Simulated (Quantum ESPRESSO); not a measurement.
# Band energies of AlP at +1 % isotropic strain

```
AlP
1.0
    0.00000     2.76224     2.76224
    2.76224     0.00000     2.76224
    2.76224     2.76224     0.00000
Al P
1 1
Direct
  0.00000   0.00000   0.00000
  0.25000   0.25000   0.25000
```

PBEsol (pw.x of Quantum ESPRESSO, ONCV potentials, scalar-relativistic); path ΓXWKΓLUWLK,UX; energies in eV from the valence-band maximum.

| k (1/Å) | point | band 1 | band 2 | band 3 | band 4 | band 5 | band 6 | band 7 |
|---|---|---|---|---|---|---|---|---|
| 0.00 | Γ | -11.33 | 0.00 | 0.00 | 0.00 | 2.88 | 4.45 | 4.45 |
| 0.23 |  | -11.19 | -0.81 | -0.31 | -0.31 | 3.72 | 4.03 | 4.96 |
| 0.57 |  | -10.48 | -2.89 | -1.26 | -1.26 | 2.76 | 3.93 | 6.89 |
| 0.91 |  | -9.45 | -4.71 | -1.92 | -1.92 | 1.74 | 2.62 | 9.33 |
| 1.14 | X | -9.09 | -5.22 | -2.05 | -2.05 | 1.50 | 2.38 | 10.67 |
| 1.25 |  | -9.09 | -5.20 | -2.16 | -2.14 | 1.70 | 2.57 | 10.10 |
| 1.59 |  | -9.05 | -4.90 | -2.99 | -2.70 | 3.74 | 4.81 | 6.72 |
| 1.71 | W | -9.04 | -4.85 | -3.09 | -2.75 | 4.21 | 5.72 | 6.02 |
| 1.97 |  | -9.10 | -4.93 | -3.30 | -1.96 | 2.76 | 5.01 | 7.47 |
| 2.11 | K | -9.12 | -4.95 | -3.34 | -1.69 | 2.34 | 4.96 | 8.24 |
| 2.31 |  | -9.36 | -4.75 | -3.36 | -1.29 | 2.94 | 6.50 | 7.00 |
| 2.61 |  | -10.12 | -3.90 | -2.35 | -0.60 | 3.92 | 5.46 | 5.68 |
| 2.81 |  | -10.67 | -2.83 | -1.44 | -0.26 | 4.10 | 4.78 | 5.09 |
| 3.11 |  | -11.22 | -0.83 | -0.27 | -0.03 | 3.44 | 4.43 | 4.56 |
| 3.31 | Γ | -11.33 | 0.00 | 0.00 | 0.00 | 2.88 | 4.45 | 4.45 |
| 3.41 |  | -11.30 | -0.26 | -0.03 | -0.03 | 3.06 | 4.47 | 4.50 |
| 3.71 |  | -10.92 | -2.39 | -0.32 | -0.32 | 3.26 | 4.97 | 4.97 |
| 4.00 |  | -10.20 | -4.47 | -0.63 | -0.63 | 2.78 | 4.91 | 4.91 |
| 4.30 | L | -9.72 | -5.43 | -0.75 | -0.75 | 2.59 | 4.73 | 4.73 |
| 4.60 |  | -9.55 | -5.22 | -2.04 | -1.07 | 3.27 | 4.81 | 5.61 |
| 4.90 |  | -9.19 | -4.92 | -3.35 | -1.57 | 2.52 | 5.55 | 7.66 |
| 5.00 | U | -9.12 | -4.95 | -3.34 | -1.69 | 2.34 | 4.96 | 8.24 |
| 5.10 |  | -9.11 | -4.94 | -3.32 | -1.85 | 2.59 | 4.99 | 7.70 |
| 5.40 | W | -9.04 | -4.85 | -3.09 | -2.75 | 4.21 | 5.72 | 6.02 |
| 5.70 |  | -9.29 | -4.95 | -2.96 | -1.81 | 3.90 | 4.68 | 6.83 |
| 6.00 |  | -9.64 | -5.33 | -1.45 | -0.93 | 3.22 | 4.43 | 5.20 |
| 6.20 | L | -9.72 | -5.43 | -0.75 | -0.75 | 2.59 | 4.73 | 4.73 |
| 6.29 |  | -9.71 | -5.41 | -0.91 | -0.78 | 2.74 | 4.66 | 4.81 |
| 6.55 |  | -9.49 | -5.16 | -2.34 | -1.16 | 3.18 | 5.11 | 5.90 |
| 6.81 |  | -9.18 | -4.92 | -3.36 | -1.59 | 2.50 | 5.48 | 7.75 |
| 6.90 | K | -9.12 | -4.95 | -3.34 | -1.69 | 2.34 | 4.96 | 8.24 |
| 6.90 | U | -9.12 | -4.95 | -3.34 | -1.69 | 2.34 | 4.96 | 8.24 |
| 7.00 |  | -9.09 | -5.05 | -3.03 | -1.85 | 2.10 | 3.96 | 8.94 |
| 7.30 | X | -9.09 | -5.22 | -2.05 | -2.05 | 1.50 | 2.38 | 10.67 |

The PBEsol gap is indirect, 1.50 eV, from Γ to X; the smallest direct gap is 2.88 eV.

Geometry strained from the cell relaxed with PBEsol, atoms relaxed again.
